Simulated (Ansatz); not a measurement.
ZnGeP$_{2}$:
```
CELL_PARAMETERS angstrom
     -2.71225     2.71225     5.35461
      2.71225    -2.71225     5.35461
      2.71225     2.71225    -5.35461
ATOMIC_POSITIONS crystal
  Ge 0.50000 0.50000 0.00000
  Ge 0.25000 0.75000 0.50000
  Zn 0.00000 0.00000 0.00000
  Zn 0.75000 0.25000 0.50000
  P  0.37500 0.37667 0.50167
  P  0.62333 0.12500 0.99833
  P  0.87500 0.87333 0.49833
  P  0.12667 0.62500 0.00167
```

Plane-wave PAW PBEsol (Ansatz code) gives a gap of 1.07 eV without spin–orbit coupling, maximum at Γ, minimum on the M–S line, 34 % of the way from M.

Question: What happens when spin–orbit coupling is switched on?

Answer: The gap falls by 0.01 eV, to 1.06 eV; maximum at Γ, minimum on the M–S line, 34 % of the way from M.

Space group I-42d (chalcopyrite). The cell was relaxed with PBEsol under the symmetry of its start.

Potentials: the later of the program's two PAW sets.
